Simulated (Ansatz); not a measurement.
Input file for Ansatz (a program for electronic structure):

Ansatz 0.2 input:
```yaml
crystal:
  lattice:
    - [3.0649483806, 0.0, 0.0]
    - [-1.5324741903, 2.6543231589, 0.0]
    - [0.0, 0.0, 3.5227175426]
  atoms:
    - { symbol: Mg, position: [0.0, 0.0, 0.0] }
    - { symbol: B, position: [0.3333333333, 0.6666666667, 0.5] }
    - { symbol: B, position: [0.6666666667, 0.3333333333, 0.5] }
kpoints:
  mp_grid: { grid: [15, 15, 12] }
hamiltonian:
  xc: r2scan
  pseudopotentials: { kind: paw }
scf:
  occupations: { method: gaussian, width: 0.05 }
checkpoint: { read: metal.run }
output: { bader: true, populations: true }
```

Output (shortened):

```
Pseudopotential: Mg, paw, valence charge 10
Pseudopotential: B, paw, valence charge 3
Functional definition: r2SCAN
Crystal: 3 atoms, lattice volume = 28.659 Å³
Basis set: ecut = 500 eV, 745 PW (Γ), exchange–correlation on 96×96×108 points (64 copies of the dense FFT grid, shifted against one another)
Bands: 16, of which v1, the nominal top of the filled ones, is band 8 counted from 1 (7 counted from 0)
Symmetry: 24 space group operations
Space group: P6/mmm (ITA 191), of the structure as read, at distance tolerance 3.1e-5 Å
k-points: 189 of 2700
Stability of the state it starts from, as read at its close in the unpolarized treatment …
iter 1 solved again at ethr=1.14e-8 eV; its pass at ethr=3.10e-3 eV (dr2=1.83e-6 eV) is discarded
SCF iter   1: F=—  HF=-2240.061297 eV  |F-HF|=—  |Δ(HF+E_count)|=         —  Δρ=3.14e-7  dr2=4.33e-11  dr2_τ=6.33e-13  ethr=1.14e-8  ⟨swp⟩=4.3  Hψ=24798  notcnv=0
preconditioner: auto → none
SCF iter   2: F=-2240.061298 eV  HF=-2240.061298 eV  |F-HF|=6.37e-12  |Δ(HF+E_count)|=   1.96e-7  Δρ=1.51e-7  dr2=7.89e-12  dr2_τ=3.34e-13  ethr=1.00e-12  ⟨swp⟩=4.7  Hψ=9737  notcnv=0
SCF 1 converged in 2 iterations: F = -2240.061298 eV  dr2 = 7.89e-12
SCF converged after 2 iterations
Free energy (F): -2240.061298 eV
Harris-Foulkes:  -2240.061298 eV  (|F-HF|=6.37e-12)
Internal energy: -2240.060592 eV  (E = F + TS)
E sigma→0 (E₀):  -2240.060945 eV
Entropy (-TS):   -0.000706 eV (-0.235 meV/atom)
Fermi energy:    9.384999 eV
--- Per-component energies (eV) ---
  E_band       = -308.309209
  E_kinetic    = 173.817002
  E_local      = -1516.085636  (includes V_loc(G=0)·N_el)
  E_nonlocal   = 117.951548
  E_hartree    = 540.285880
  E_xc         = -90.898291
  E_vxc        = -123.108127  (∫ρ·V_xc dr)
  E_paw        = -455.839862  (= ΣΔE_a)
  E_vpaw       = -47.926890  (= ΣTr[D̂ρ^β])
  E_aug_tail   = -0.000005  (compensation charges beyond the density's cutoff)
  E_vtau       = 6.471160  (kinetic-family band-sum trace: ∫τ·v_τ [+ j·A + Jᵃ·Aᵃ] dr)
  E_ewald      = -1009.228135
  E_core_change = -0.063092  (= ΣΔE_core)
  E_smearing   = -0.000706  (= −TS)
  E_closure    = 0.000000  (closes the sum)
  Σ components = -2240.061298   (vs F -2240.061298, Δ=0.00e0)
  [band-id]    e_kinetic+e_local+e_nonlocal+2·e_hartree+e_vxc+e_vpaw+e_augmentation_tail+e_vtau = -308.309189   (vs E_band -308.309209, Δ=1.98e-5)
--- Band table (eV; the first three rows and the last of 189) ---
  k-point 0: bands = ["-68.8229", "-33.9236", "-33.9236", "-33.9046", "-3.9244", "6.1610", "9.8126", "9.8126", "11.2981", "16.1400", "16.1400", "18.0976", "20.3360", "23.4246", "26.6904", "26.6904"]
  k-point 1: bands = ["-68.8228", "-33.9235", "-33.9235", "-33.9051", "-3.8626", "5.6721", "9.8369", "9.8369", "11.9408", "16.1581", "16.1581", "18.0988", "20.3137", "23.4842", "26.0133", "26.0133"]
  k-point 2: bands = ["-68.8228", "-33.9234", "-33.9234", "-33.9065", "-3.6828", "4.6346", "9.9044", "9.9044", "13.4396", "16.2086", "16.2086", "18.1022", "20.2537", "23.6564", "24.8343", "24.8343"]
  k-point 188: bands = ["-68.8186", "-33.9522", "-33.9522", "-33.9038", "2.4579", "2.4579", "3.8940", "7.2923", "7.2923", "13.6299", "22.0965", "22.1974", "22.1974", "24.5900", "24.5900", "30.4474"]
--- Löwdin populations: 3 sites ---
  site symbol       q [e]
     0     Mg      8.3196
     1      B      3.8022
     2      B      3.8022
  spilling = 0.004746 (of n_electrons = 16.000000)
--- Bader charges: 3 sites ---
  site symbol  charge [e]  shift [e]
     0     Mg      1.6717     0.0004
     1      B     -0.8359     0.0002
     2      B     -0.8359     0.0002
  shift: an alarm, by how much a part of what the PAW files miss would move the charge. Where it is large, compare
  with a run on PAW files of another source; a small one proves nothing
  estimated error of the sums over rays = 1.5e-4 e
```

Cost: around 40 core-seconds (rough) on shared cores.

The cell was relaxed with r²SCAN under the symmetry of its start; of distortions, only those at the zone centre were tested.

Potentials: the later of the program's two PAW sets.

Ansatz is a plane-wave DFT program.
